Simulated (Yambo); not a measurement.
# Convergence of the G0W0 gap of CaS

G0W0@PBEsol for CaS (rock salt, space group Fm-3m, No. 225) in Yambo. Reference settings: 4×4×4 Γ-centred k mesh, 103 bands and a 10 Ry block in the screening, 103 bands in G with the Bruneval-Gonze terminator, plasmon pole fitted at 27.2 eV. The PBEsol gap Γ → X on this mesh is 2.16 eV; G0W0 gaps are taken between the same points.

| change from the reference | G0W0 gap Γ → X (eV) | shift of the valence edge (eV) | rough Yambo cost |
|---|---|---|---|
| reference settings | 4.13 | -1.18 | 1 |
| 36 bands in W, 36 bands in G | 4.11 | -0.93 | about 1/2 |
| 36 bands in G | 4.12 | -1.15 | – |
| 64 bands in G | 4.13 | -1.18 | – |
| 44 bands in W | 4.12 | -1.01 | about 1/2 |
| 1 Ry block | 3.83 | -0.54 | within a factor of two |
| 4 Ry block | 3.93 | -0.97 | within a factor of two |
| 8 Ry block | 4.11 | -1.15 | within a factor of two |
| pole fitted at 15 eV | 4.11 | -1.07 | – |
| no random integration | 4.08 | -0.98 | – |
| 36 bands in G, no terminator | 4.02 | -0.67 | – |
| 64 bands in G, no terminator | 4.10 | -0.96 | – |
| no terminator | 4.13 | -1.09 | – |

The reference isn't shown to be the converged limit. Costs are rough (shared machines), scaled to the same edge states, and given only for runs that recompute the screening.

Geometry relaxed with PBEsol; primitive cell a = b = c = 3.982 Å, α = β = γ = 60.00°.

A shift is the quasiparticle energy of the state minus its PBEsol energy.
